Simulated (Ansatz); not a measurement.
BaO:
```
CELL_PARAMETERS angstrom
      0.00000     2.74496     2.74496
      2.74496     0.00000     2.74496
      2.74496     2.74496     0.00000
ATOMIC_POSITIONS crystal
  Ba 0.00000 0.00000 0.00000
  O  0.50000 0.50000 0.50000
```

Relaxed with PBEsol.

Problem. Tabulate the valence density and the electron localisation function along the shortest Ba–O contact (2.75 Å), PBEsol (plane waves, PAW; program Ansatz).

Solution. 

```csv
distance from Ba (Å),density (e/Å³),ELF
0.27,0.55,0.01
0.41,0.95,0.20
0.55,1.30,0.59
0.69,1.39,0.80
0.82,1.20,0.85
0.96,0.87,0.83
1.10,0.56,0.68
1.24,0.35,0.37
1.37,0.24,0.15
1.51,0.22,0.12
1.65,0.27,0.25
1.78,0.40,0.53
1.92,0.69,0.74
2.06,1.26,0.81
2.20,2.41,0.82
2.33,4.19,0.75
2.47,6.01,0.57
```

The density is the valence pseudo-density with augmentation charge, so density and ELF within about 1 Å of a nucleus are not all-electron values.

Space group Fm-3m (rock salt). The cell was relaxed with PBEsol under the symmetry of its start. Spin–orbit coupling is left out wherever it is not named.

Potentials: the later of the program's two PAW sets.
